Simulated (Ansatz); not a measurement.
Given:

TiNi:
```
CELL_PARAMETERS angstrom
      2.90349     0.00000     0.00000
      0.00000     3.97508     0.00000
     -1.42550     0.00000     4.68565
ATOMIC_POSITIONS crystal
  Ti 0.64063 0.75000 0.78446
  Ti 0.35937 0.25000 0.21554
  Ni 0.91595 0.75000 0.32953
  Ni 0.08405 0.25000 0.67047
```

This is the r²SCAN-relaxed structure.

Problem. All from r²SCAN (plane waves, PAW; program Ansatz), unless another level is named. Give the formation energy from the elements (no fitted shifts).

Solution. -0.40 eV/atom.

Problem. What about the density of states at the Fermi level?

Solution. 0.36 states/eV per atom (mean over ±0.08 eV).

Space group P2_1/m. The first step of the workflow began from a Materials Project structure, measured or hypothetical; the Crystallography Open Database files this formula in space group No. 11, but the cells were not matched. Whether it is the stable phase at ambient conditions was not checked. The r²SCAN relaxation kept the symmetry of its start; whether a distortion lowers the energy is not shown. The run is not spin-polarised. The references are the lowest solids computed at this level, not always the standard phases.

Potentials: the later of the program's two PAW sets.
